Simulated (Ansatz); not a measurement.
Values for one crystal, relaxed and computed with LDA in the plane-wave PAW code Ansatz; other levels are named.

| Item | Value |
|---|---|
| Volume per atom | 24.54 Å³ |
| Electronic character | no gap, with almost no states at the Fermi level (zero-gap or semimetallic) |
| Debye temperature from the elastic constants | 166 K |
| Poisson's ratio | 0.39 |
| Elastic constants (relaxed ions, GPa) | C11 = 78.6, C12 = 61.8, C44 = 25.0 |
| Mechanical stability | stable (all eigenvalues of C positive) |
| Pressure derivative B′ | 4.9 |

**Question.** Which compound is it?
A. HgS, zinc blende
B. CdS, rock salt
C. Pb4Se3S, P4/mmm (Pearson symbol tP8)
D. TaS2, P6_3/mmc (Ta on 2b, S on 4f)

**Answer.** A, HgS, zinc blende

Space group F-43m (zinc blende). The LDA relaxation kept the symmetry of its start. As this level gives no gap, shear constants depend on the k-mesh and smearing (Fermi–Dirac, 0.1 eV here). Spin–orbit coupling is left out wherever it is not named.

Potentials: the later of the program's two PAW sets.
